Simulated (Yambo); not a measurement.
A G0W0@PBEsol run in Yambo for RbCdF3 (cubic perovskite, space group Pm-3m, No. 221) (2×2×2 Γ-centred k mesh, bands 9 to 264 and a 7 Ry block in the screening, 264 bands in G with the Bruneval-Gonze terminator, plasmon pole fitted at 27.2 eV) gives these matrix elements, in eV, at the band edges (R → Γ):

| state | E0 | <Vxc> | <Σx> | <Σc(E0)> | Z |
|---|---|---|---|---|---|
| valence edge | 0.000 | -25.566 | -32.237 | 4.492 | 0.820 |
| conduction edge | 3.069 | -11.975 | -7.158 | -3.271 | 0.876 |

### Question
Solve the linearised quasiparticle equation for both states, give the gap, and say how exchange and correlation each act on it.

### Answer
E = E0 + Z(Σx + Σc − Vxc). Valence: 0.000 + 0.820 × (-32.237 + (4.492) − (-25.566)) = -1.79 eV. Conduction: 3.069 + 0.876 × (-7.158 + (-3.271) − (-11.975)) = 4.42 eV. The gap is 6.21 eV, against 3.07 eV in PBEsol. Replacing Vxc by bare exchange alone would open it by 11.49 eV; correlation takes back 7.76 eV of that, and Z scales what is left. Nearest settings tried, and what they do to the gap: 178 bands in W, 178 bands in G: +173 meV; 6 Ry block (171 vectors against 203): +8 meV. Not varied: mesh. So the settings aren't converged at that level. The k mesh is coarse. The cell is held in this high symmetry; tilts and polar distortions were not searched.

Spin-orbit coupling is included.

Geometry of the Materials Project entry, not relaxed at this level; primitive cell a = b = c = 4.4250 Å, α = β = γ = 90.00°.

The structure is a Materials Project entry; no match was found in the copy of COD used, and its stability was not checked.
